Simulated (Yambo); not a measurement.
Excitons in BaF2

```
BaF2
1.0
    0.00000     3.06597     3.06597
    3.06597     0.00000     3.06597
    3.06597     3.06597     0.00000
F Ba
2 1
Direct
  0.25000   0.25000   0.25000
  0.75000   0.75000   0.75000
  0.00000   0.00000   0.00000
```

Cell and atoms were relaxed with PBEsol from Materials Project entry mp-1029, within its symmetry.

BSE in Yambo on norm-conserving PBEsol (Quantum ESPRESSO, 84 Ry, without SOC) bands: 8×8×8 mesh, 6 valence and 3 conduction bands, static screening with 34 bands and a 4 Ry block, scissor 2.93 eV, Tamm-Dancoff; field along x.

```
state  energy (eV)  states within 2 meV  relative strength   class    main transitions
-----  -----------  -------------------  -----------------  ------  ------------------
1             8.70                    3             < 0.01    dark  several band pairs
2             8.82                    3             < 0.01    dark  several band pairs
3             8.83                    3             < 0.01    dark  several band pairs
4             8.83                    2             < 0.01    dark  several band pairs
5             8.88                    3               1.00  strong  several band pairs
6             8.95                    3               0.47  strong  several band pairs
7             9.38                    2             < 0.01    dark  several band pairs
8             9.48                    3               0.15  strong  several band pairs
```

These are vertical excitations (zero momentum); the indirect quasiparticle gap, about 9.76 eV, is smaller than the direct one (9.90 eV on the GW mesh). The direct quasiparticle gap on this mesh is 9.90 eV; counted from there, state 1 is bound by 1.20 eV. Convergence with the mesh was not shown.

Spin singlets only. Strengths are relative to the strongest of the lowest states of this run; strong means a line over 3 % of the spectrum's maximum, dark under 0.03 %. Absolute energies carry the error of the G0W0 scissor, whose convergence isn't established.
